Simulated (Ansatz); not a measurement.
Q: Name crystals whose computed values (PBEsol in the plane-wave PAW code Ansatz) fall in these windows: B₀ by P(V) fit (GPa) 34 to 48; Θ_D (K) 180 to 230.

A: 

```json
[
 {"crystal": "Sn, diamond", "B₀ by P(V) fit (GPa)": "41.3", "Θ_D (K)": "197"},
 {"crystal": "CaTl, CsCl type", "B₀ by P(V) fit (GPa)": "36.3", "Θ_D (K)": "181"},
 {"crystal": "La3In, Cu3Au type", "B₀ by P(V) fit (GPa)": "43.6", "Θ_D (K)": "189"},
 {"crystal": "Mg2Sn, cubic Laves (MgCu2 type)", "B₀ by P(V) fit (GPa)": "42.1", "Θ_D (K)": "205"},
 {"crystal": "Mg2Sn, P-62m (Mg on 3g, Mg on 1a, Sn on 2c)", "B₀ by P(V) fit (GPa)": "44.2", "Θ_D (K)": "198"}
]
```
Others may fit too.

Not the usual ambient phase: Sn, diamond. Standing as an ambient phase not checked: CaTl, CsCl type; La3In, Cu3Au type; Mg2Sn, cubic Laves (MgCu2 type); Mg2Sn, P-62m (Mg on 3g, Mg on 1a, Sn on 2c). Perhaps ordered models of mixed-site phases: Mg2Sn, P-62m (Mg on 3g, Mg on 1a, Sn on 2c). All cells were relaxed under the symmetry of their starts (and spin orders); stability against distortions was not tested throughout. Spin–orbit coupling is left out wherever it is not named.

Potentials: the later of the program's two PAW sets.
